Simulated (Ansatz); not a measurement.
Molecular dynamics on a 2×2×1 supercell (16 atoms) of ZnCSb2 (ordering on zincblende), relaxed with r2SCAN. Forces come from r2SCAN in Ansatz: a Langevin thermostat at fixed volume, 2200 K, steps of 3 fs. Computed, non-magnetic; the trajectory is short and the cell small, so nothing here is a converged average. The structure comes from a prototype and may be hypothetical.

```yaml
crystal:
  lattice:
    - [7.654758163, 0.0, 0.0]
    - [0.0, 7.654758163, 0.0]
    - [0.0, 0.0, 5.9708967051]
  atoms:
    - { symbol: Zn, position: [0.0, 0.0, 0.0] }
    - { symbol: Sb, position: [0.0, 0.25, 0.2909733445] }
    - { symbol: C, position: [0.25, 0.25, 0.5] }
    - { symbol: Sb, position: [0.25, 0.0, 0.7090266555] }
    - { symbol: Zn, position: [0.0, 0.5, 0.0] }
    - { symbol: Sb, position: [0.0, 0.75, 0.2909733445] }
    - { symbol: C, position: [0.25, 0.75, 0.5] }
    - { symbol: Sb, position: [0.25, 0.5, 0.7090266555] }
    - { symbol: Zn, position: [0.5, 0.0, 0.0] }
    - { symbol: Sb, position: [0.5, 0.25, 0.2909733445] }
    - { symbol: C, position: [0.75, 0.25, 0.5] }
    - { symbol: Sb, position: [0.75, 0.0, 0.7090266555] }
    - { symbol: Zn, position: [0.5, 0.5, 0.0] }
    - { symbol: Sb, position: [0.5, 0.75, 0.2909733445] }
    - { symbol: C, position: [0.75, 0.75, 0.5] }
    - { symbol: Sb, position: [0.75, 0.5, 0.7090266555] }
kpoints:
  mp_grid: { grid: [2, 2, 2] }
hamiltonian:
  xc: r2scan
scf:
  occupations: { method: fermi_dirac, width: 0.19 }
md:
  ensemble: nvt_langevin
  temperature: 2200
  timestep: 3.0
  n_steps: 20
  initial_velocities: maxwell_boltzmann
  seed: 7837
```

Run as `ansatz run input.yaml --threads 4 --pin off --max-ram 3686MiB --backend cpu --events-out ev --progress --plain --runs-dir out`. Wall time 5.7 min on 4 threads of Arm Neoverse V1, on a shared host; peak host memory 2.2 GiB.

Task: How do temperature and energy develop?

Result: The temperature starts at 2062 K, is lowest at step 9 (1224 K, 27 fs) and ends at 1565 K. The thermostat hasn't had time to restore it. The atoms start on their lattice sites with kinetic energy alone, so much of it first passes into potential energy. By the last step the atoms have moved 0.34 Å in the root mean square, the drift of the whole cell taken out, 0.67 Å at most.
```csv
step,t (fs),T (K),free energy F from step 0 (meV/atom),kinetic energy (meV/atom),largest force (eV/Å)
0,0,2062,0.0,266.6,0.25
1,3,1908,4.8,246.7,0.64
2,6,1819,17.6,235.1,1.34
3,9,1560,35.1,201.7,2.11
4,12,1274,51.7,164.6,2.65
5,15,1235,65.7,159.7,2.85
6,18,1362,75.1,176.0,2.65
7,21,1352,77.4,174.7,2.38
8,24,1255,75.5,162.2,2.49
9,27,1224,73.9,158.2,2.61
10,30,1381,74.9,178.5,2.81
11,33,1467,79.7,189.7,3.09
12,36,1410,86.8,182.3,3.40
13,39,1365,94.4,176.4,3.67
14,42,1357,101.6,175.4,3.85
15,45,1493,108.6,193.0,3.88
16,48,1538,115.8,198.8,3.76
17,51,1502,123.3,194.2,3.62
18,54,1362,131.6,176.0,3.54
19,57,1434,139.4,185.4,3.46
20,60,1565,146.2,202.3,3.34
```

Positions (Å) and forces (eV/Å) at step 20:
```
Zn   0.718   0.054   0.077    -0.294  -0.199  -0.378
Sb  -0.044   1.977   1.538     0.256  -0.111   1.749
C    1.794   2.077   2.965     0.236   0.612  -0.567
Sb   2.058   0.019   3.845     0.404   0.118   0.772
Zn  -0.239   3.993  -0.124     1.270  -0.172   1.079
Sb  -0.102   5.757   1.625     0.578   0.022   1.146
C    1.857   5.577   2.898    -0.427   0.383  -0.652
Sb   1.832   4.030   4.308    -0.035  -1.406   0.231
Zn   3.714   0.024   0.143    -0.277  -0.068  -0.352
Sb   3.820   2.132   1.751    -0.248  -1.624   1.745
C    6.021   1.452   3.111    -0.499   1.598  -0.568
Sb   5.947  -0.128   4.610     0.505  -0.621  -1.107
Zn   3.977   3.714  -0.069    -1.645   1.040   0.007
Sb   3.737   5.605   1.795     0.758   0.356  -0.058
C    6.057   5.520   3.153    -1.225   1.117   0.056
Sb   5.685   3.683   4.284     0.642  -1.044  -3.104
```
